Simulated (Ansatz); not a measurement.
Values for one crystal, relaxed and computed with r²SCAN (plane waves, PAW; program Ansatz); other levels are named.

- Volume per atom: 17.41 Å³
- Electronic character: metallic (no gap)
- Density of states at the Fermi level: 0.36 states/eV per atom (mean over ±0.08 eV)
- Formation energy from the elements (no fitted shifts): -0.63 eV/atom

Q: Pick the material that matches.
(A) ZrIn, L1₀ or tetragonal B2
(B) Ga2Pt, fluorite or antifluorite type
(C) Ga3Ni2, La2O3 or Ni2Al3 type
(D) Zr2Ga, I4/mcm (Zr on 8h, Ga on 4a)

A: B, Ga2Pt, fluorite or antifluorite type

Space group Fm-3m (fluorite or antifluorite type). The first step of the workflow began from a Materials Project structure, measured or hypothetical; the Crystallography Open Database files this formula in space group No. 225, but the cells were not matched. Its standing as an ambient phase is unchecked. The cell was relaxed with r²SCAN under the symmetry of its start; whether a distortion lowers the energy is not shown. The run is not spin-polarised. The references are the lowest solids computed at this level, not always the standard phases. Spin–orbit coupling is left out wherever it is not named.

Potentials: the earlier of the program's two PAW sets.
